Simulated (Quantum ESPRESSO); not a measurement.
pw.x input (Quantum ESPRESSO 7.5; PBEsol, PseudoDojo standard norm-conserving files, scalar-relativistic):

```
&CONTROL
  calculation = 'scf'
  pseudo_dir = './pseudo'
  outdir = './out'
  tprnfor = .true.
  tstress = .true.
/
&SYSTEM
  ibrav = 0
  nat = 2
  ntyp = 2
  ecutwfc = 72.0
  ecutrho = 288.0
  occupations = 'smearing'
  smearing = 'fd'
  degauss = 0.002
  nbnd = 9
/
&ELECTRONS
  conv_thr = 2e-10
/
ATOMIC_SPECIES
H 1.0080 H.upf
Rb 85.4678 Rb.upf
CELL_PARAMETERS angstrom
  0.000000000000   3.004080000000   3.004080000000
  3.004080000000   0.000000000000   3.004080000000
  3.004080000000   3.004080000000   0.000000000000
ATOMIC_POSITIONS crystal
H   0.000000000000   0.000000000000   0.000000000000
Rb   0.500000000000   0.500000000000   0.500000000000
K_POINTS automatic
8 8 8 0 0 0
```

End of the output:

```
     total energy              =     -55.26258540 Ry
     estimated scf accuracy    <       0.00000009 Ry
     total energy              =     -55.26258546 Ry
     estimated scf accuracy    <          1.7E-09 Ry
     total energy              =     -55.26258546 Ry
     estimated scf accuracy    <          2.6E-10 Ry
[...]
     the Fermi energy is     3.3701 ev
!    total energy              =     -55.26258546 Ry
     estimated scf accuracy    <          5.4E-11 Ry
     smearing contrib. (-TS)   =       0.00000000 Ry
     internal energy E=F+TS    =     -55.26258546 Ry
     The total energy is F=E-TS. E is the sum of the following terms:
     one-electron contribution =     -16.04083223 Ry
     hartree contribution      =      10.29063843 Ry
     xc contribution           =     -14.67166113 Ry
     ewald contribution        =     -34.84073054 Ry
     convergence has been achieved in   8 iterations
     Forces acting on atoms (cartesian axes, Ry/au):
     atom    1 type  1   force =     0.00000000    0.00000000   -0.00000000
     atom    2 type  2   force =    -0.00000000   -0.00000000   -0.00000000
     Total force =     0.000000     Total SCF correction =     0.000000
     Computing stress (Cartesian axis) and pressure
          total   stress  (Ry/bohr**3)                   (kbar)     P=       -4.77
  -0.00003244   0.00000000   0.00000000           -4.77        0.00        0.00
   0.00000000  -0.00003244   0.00000000            0.00       -4.77        0.00
   0.00000000   0.00000000  -0.00003244            0.00        0.00       -4.77
```
In a gapped system the printed Fermi energy is only some level inside the gap.

Geometry of the Materials Project entry, not relaxed at this level.
